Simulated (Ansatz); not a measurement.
Start of a relaxation of AlCuC4N4:

```
Al Cu C N
1.0
     5.83412    0.00000    0.00000
     0.00000    5.83412    0.00000
     0.00000    0.00000    5.83412
Al Cu C N
1 1 4 4
Direct
  0.00000 0.00000 0.00000
  0.50000 0.50000 0.50000
  0.18555 0.18555 0.18555
  0.18555 0.81445 0.81445
  0.81445 0.18555 0.81445
  0.81445 0.81445 0.18555
  0.30134 0.30134 0.30134
  0.30134 0.69866 0.69866
  0.69866 0.30134 0.69866
  0.69866 0.69866 0.30134
```

Level of theory: DFT PBE, scalar-relativistic, plane waves, PAW (Ansatz 0.2.0). Cutoff 420 eV, Gaussian smearing, Γ-centred meshes. Cell and atoms relax first on a coarse mesh and then on a converged one. In between, the cell is made exact in the group found at 0.06 Å. The steps can't lower the symmetry of their start. Collinear spin, starting moments Cu 1.0 μB; they died out on the coarse mesh, so the last step has no spin.

A guess keeps its type if space group and coordination stay and the shape of the cell changes little (axis ratios within about 15 %, angles within 6°); the volume may change.

Question: Does this structure survive the relaxation?

Answer: It keeps its type. The symmetry stays P-43m (No. 215). The volume per atom grows by 1.6 %, from 19.9 to 20.2 Å³. The shortest distance goes from 1.17 Å (C–N) to 1.16 Å (C–N). Counting neighbours within 15 % of an atom's shortest distance, the start has Al 4, C 1, Cu 4, N 1 and the end Al 4, C 1, Cu 4, N 1.

The zero of energy is the elements' standard structures at the same level (N₂ as a molecule); no fitted shifts are applied.

Question: At what energy does it end?

Answer: +0.220 eV/atom. It can't be a ground state, since the elements alone are lower.

The last run used a 4×4×4 mesh for its 10-atom cell and Gaussian smearing of 0.02 eV. The reference form of C is held partly by dispersion forces, which this level lacks. A structure relaxed within its symmetry needn't be a true minimum. Another cell of AlCuC4N4 relaxed alike, in P-43m, lies 164 meV/atom lower, so this cell isn't the stable form at this level.
